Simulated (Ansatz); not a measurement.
# Hf (Im-3m): electronic heat capacity and spin susceptibility from the density of states

These are results of DFT PBEsol, scalar-relativistic, plane waves, PAW (Ansatz 0.2.0), not measurements.

Settings: cutoff 420 eV, Γ-centred mesh 16×16×16 on the computed 1-atom cell, Gaussian smearing of 0.10 eV; no spin polarisation.

Relaxed cell: Im-3m, a = 3.491 Å, b = 3.491 Å, c = 3.491 Å, α = 90.00°, β = 90.00°, γ = 90.00°, 1 atom in the primitive cell. This bcc form isn't the element's structure at ambient conditions.

The density of states at the Fermi level is 1.657 states/eV in the cell of 1 atom (1 formula unit; both spins, tetrahedra on a 24×24×24 mesh).

Task: What Sommerfeld coefficient and Pauli susceptibility does this give?

Result: Per formula unit N(E_F) = 1.657 states/eV. γ = (π²/3) k_B² N(E_F) N_A = 2.357 mJ/(mol K²) per state/eV, so γ = 3.9 mJ/(mol K²), a mole of formula units. χ_P = μ_B² N(E_F) N_A = 3.23×10⁻⁵ emu/mol per state/eV gives 5.4×10⁻⁵ emu/mol. This is the bare band result: a measured γ of the same phase is as a rule larger by a factor 1 + λ from phonons and spin fluctuations, the spin part of χ is larger by the Stoner factor, and a measured χ also holds orbital and core terms. N(E_F) at one energy is sensitive to the mesh where the density of states has sharp peaks.

Spin-orbit coupling is left out, which matters for the bands of heavy elements.